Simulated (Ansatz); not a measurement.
Input:

SiGe:
```xyz
2
Lattice="1.4295 0.8253 4.6874 -1.4295 0.8253 4.6874 0.0000 -1.6506 4.6874" Properties=species:S:1:pos:R:3 pbc="T T T"
Ge     0.0000     0.0000     0.0000
Si     0.0000     0.0000     7.0310
```

This is the PBEsol-relaxed structure.

Problem. All from DFT-PBEsol in the program Ansatz with PAW potentials, unless another level is named. Predict the electronic character.

Solution. metallic (no gap).

Problem. Next, the density of states at the Fermi level?

Solution. 0.45 states/eV per atom (mean over ±0.08 eV).

Problem. What about the gap with spin–orbit coupling?

Solution. none (metallic).

Space group R-3m. The start of the workflow was typed in or built on a structure type; neither database checked (COD, Materials Project) lists it. Its standing as an ambient phase is unchecked. The cell was relaxed with PBEsol under the symmetry of its start; of distortions, only those at the zone centre were tested, and some modes there are weakly imaginary. Its formation energy is positive at this level, so the cell may be metastable or incomplete. Spin–orbit coupling is left out wherever it is not named.

Potentials: the later of the program's two PAW sets.
